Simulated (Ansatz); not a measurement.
RbLuO$_{2}$ in space group R-3m (No. 166; Rb on 3a, Lu on 3b, O on 6c), DFT-r²SCAN in the program Ansatz with PAW potentials, all energies at zero smearing, with the estimated change up to a 700 eV cutoff added, with one set of potentials and settings (totals compare only within such a set). Cell of 4 atoms (1 Rb, 1 Lu, 2 O): -19165.482 eV.

```
element                            reference phase  E (eV/atom)
-------  -----------------------------------------  -----------
Rb                       Cmcm, 2 atoms in the cell   -3278.0015
Lu                   P6_3/mmc, 2 atoms in the cell  -14743.6978
O        C2/m, 4 atoms in the cell, spin-polarised    -566.0281
```

Formation energy per atom, worked out: (-19165.482 − 1×(-3278.0015) − 1×(-14743.6978) − 2×(-566.0281))/4 = -2.932 eV/atom (-283 kJ per mol of atoms), at 0 K, without zero-point energy or fitted corrections.

The first step of the workflow began from a Materials Project structure, measured or hypothetical; the Crystallography Open Database files this formula in space group No. 166, but the cells were not matched. Its standing as an ambient phase is unchecked. The cell was relaxed with r²SCAN under the symmetry of its start; whether a distortion lowers the energy is not shown. The references are the lowest solids computed at this level, not always the standard phases (solids in place of the gases). Scalar-relativistic: spin–orbit coupling is off unless named, which matters more the heavier the elements.

Potentials: the later of the program's two PAW sets.
